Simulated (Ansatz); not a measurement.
Here is the system:

Ca$_{3}$SbP:
```xyz
5
Lattice="5.3728 0.0000 0.0000 0.0000 5.3728 0.0000 0.0000 0.0000 5.3728" Properties=species:S:1:pos:R:3 pbc="T T T"
Ca     0.0000     2.6864     2.6864
Ca     2.6864     0.0000     2.6864
Ca     2.6864     2.6864     0.0000
Sb     0.0000     0.0000     0.0000
P      2.6864     2.6864     2.6864
```

This is the r²SCAN-relaxed structure.

Task: All from DFT-r²SCAN in the program Ansatz with PAW potentials, unless another level is named. Predict the Hill bulk and shear moduli.

Result: 41.4 and 30.6 GPa.

Task: Next, the highest zone-centre frequency (without LO–TO term)?

Result: 371 cm⁻¹.

Space group Pm-3m (anti-perovskite). The first step of the workflow began from a Materials Project structure, measured or hypothetical; the Crystallography Open Database copy checked does not list it. Its standing as an ambient phase is unchecked. The cell was relaxed with r²SCAN under the symmetry of its start; of distortions, only those at the zone centre were tested, and some modes there are weakly imaginary. Scalar-relativistic: spin–orbit coupling is off unless named, which matters more the heavier the elements.

Potentials: the later of the program's two PAW sets.
